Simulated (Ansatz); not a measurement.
Relaxed-ion elastic tensor of SrVHO₂ in space group P4/mmm (No. 123; Sr on 1d, V on 1a, O on 2f, H on 1b) in GPa (Voigt order), PBEsol (plane waves, PAW; program Ansatz); density 5.31 g/cm³, 10.74 Å³ per atom.

```csv
,1,2,3,4,5,6
1,358,128,64.4,0.0,0.0,0.0
2,128,358,64.4,0.0,0.0,0.0
3,64.4,64.4,212,0.0,0.0,0.0
4,0.0,0.0,0.0,78.3,0.0,0.0
5,0.0,0.0,0.0,0.0,78.3,0.0
6,0.0,0.0,0.0,0.0,0.0,114
```

Task: Is the crystal mechanically stable?

Result: Yes: the smallest eigenvalue of C is 78.3 GPa.

Task: Work out the Voigt, Reuss and Hill averages.

Result: K_V = 160, K_R = 145, K_H = 153; G_V = 98.9, G_R = 94.1, G_H = 96.5 GPa.

Task: Give Young's modulus, Poisson's ratio, Pugh's ratio and the universal anisotropy index.

Result: E = 9KG/(3K + G) = 239 GPa; ν = 0.24; K/G = 1.58 (brittle by the Pugh limit of 1.75); A_U = 5G_V/G_R + K_V/K_R − 6 = 0.36.

Task: Estimate the sound speeds and the Debye temperature.

Result: v_l = √((K + 4G/3)/ρ) = 7280 m/s, v_t = √(G/ρ) = 4260 m/s, mean 4730 m/s; Θ = (h/k)(3n/4πV)^(1/3) v_m = 638 K.

Task: How much does each axis shrink under pressure?

Result: Linear compressibilities β_i = Σ_j S_ij (j = 1 to 3): x 1.6, y 1.6, z 3.8 per TPa.

The start of the workflow was typed in or built on a structure type; neither database checked (COD, Materials Project) lists it. Whether it is the stable phase at ambient conditions was not checked. The cell was relaxed with PBEsol under the symmetry of its start; whether a distortion lowers the energy is not shown. The workflow began spin-polarised and lost its moments. No Hubbard U is applied. As this level gives no gap, shear constants depend on the k-mesh and smearing (Fermi–Dirac, 0.1 eV here). On the denser mesh and wider smearing of the elastic run this cell carries a stress of 0.4 GPa.

Potentials: the later of the program's two PAW sets.
